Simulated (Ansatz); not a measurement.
A geometry of Pb away from equilibrium: step 2 of the relaxation of a generated cell, Pb built in the black-P structure type. Computed with PBE (plane waves to 420 eV, PAW, scalar-relativistic; Ansatz, a quantum-chemistry and plane-wave program). Γ-centred k-mesh 8×8×6 on the run's cell (coarser than for final values), Fermi–Dirac smearing 0.05 eV. The plane waves were selected for a different cell earlier on the path.

```
CELL_PARAMETERS angstrom
      2.22580    -6.72763     0.00000
      2.22580     6.72763     0.00000
      0.00000     0.00000     5.71944
ATOMIC_POSITIONS crystal
  Pb 0.38786 0.61214 0.56156
  Pb 0.61214 0.38786 0.43844
  Pb 0.88786 0.11214 0.93844
  Pb 0.11214 0.88786 0.06156
```

**Question.** What forces act on the atoms (eV/Å)?

**Answer.** 
```
atom    Fx     Fy     Fz
----  ----  -----  -----
Pb1   0.00   0.38  -0.34
Pb2   0.00  -0.38   0.34
Pb3   0.00   0.38   0.34
Pb4   0.00  -0.38  -0.34
```

The path ends in I4/mmm (No. 139). No spin polarisation in the result.

The run could not lower the symmetry of its start; a shaken copy of this end point relaxes with PBE to I4/mmm (No. 139), 0.10 eV/atom lower.

The end of the path is a generated cell of Pb: the first start was made by placing the elements on the sites of a structure type, and the end was not matched to a known phase here, so it may be hypothetical. Known forms of Pb include space group No. 225.
